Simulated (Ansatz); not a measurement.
## TePt, one cell by several methods

```
Te Pt
1.0
     1.98690    1.14714    6.92274
    -1.98690    1.14714    6.92274
     0.00000   -2.29428    6.92274
Te Pt
2 2
Direct
  0.90463 0.90463 0.90463
  0.09537 0.09537 0.09537
  0.63059 0.63059 0.63059
  0.36941 0.36941 0.36941
```

Atom numbers follow the list: Te1, Te2, Pt3, Pt4.

The cell is the one relaxed in the Materials Project (mp-11693), not relaxed further here; entries there can be hypothetical.

Spin–orbit coupling is left out, though it moves levels of the heavy atoms by tenths of an eV or more.

Levels of theory: DFT, PBEsol, PAW with Ansatz's default frozen-core files, scalar-relativistic (Ansatz 0.2.0); DFT, PBEsol, all-electron PAW with datasets made for the crystal, scalar-relativistic (Ansatz 0.2.0); DFT, PBEsol, all-electron LAPW, scalar-relativistic (Ansatz 0.2.0).

For PAW: a Γ-centred 10×10×10 k mesh, Fermi–Dirac smearing of 0.08 eV, cutoff 420 eV, no spin polarisation; the PAW files were made with PBE, and the program remakes their frozen cores for this functional. The crystal-made all-electron datasets (AE datasets) take a cutoff of 260 eV at this cell. LAPW targets a basis error of 1 meV/atom. The Ansatz runs share mesh, smearing and spin set-up. Plane-wave (PAW) pressures include the program's estimate of the Pulay term.

Stress and pressure are positive in compression.

Levels count from the Fermi level.

```
                       quantity     PAW  AE datasets    LAPW
                 pressure (GPa)   -2.54        -2.53   -2.53
                stress xx (GPa)   -2.38        -2.37   -2.37
                stress zz (GPa)   -2.84        -2.84   -2.84
         force on Te1, z (eV/Å)   0.017        0.016   0.017
         force on Pt3, z (eV/Å)   0.172        0.174   0.174
 highest filled level at F (eV)  -1.207       -1.208  -1.208
   lowest empty level at F (eV)   2.382        2.384   2.384
highest filled level at S2 (eV)  -0.723       -0.723  -0.723
  lowest empty level at S2 (eV)   1.176        1.178   1.178
highest filled level at H0 (eV)  -0.459       -0.459  -0.459
  lowest empty level at H0 (eV)   1.126        1.128   1.128
```
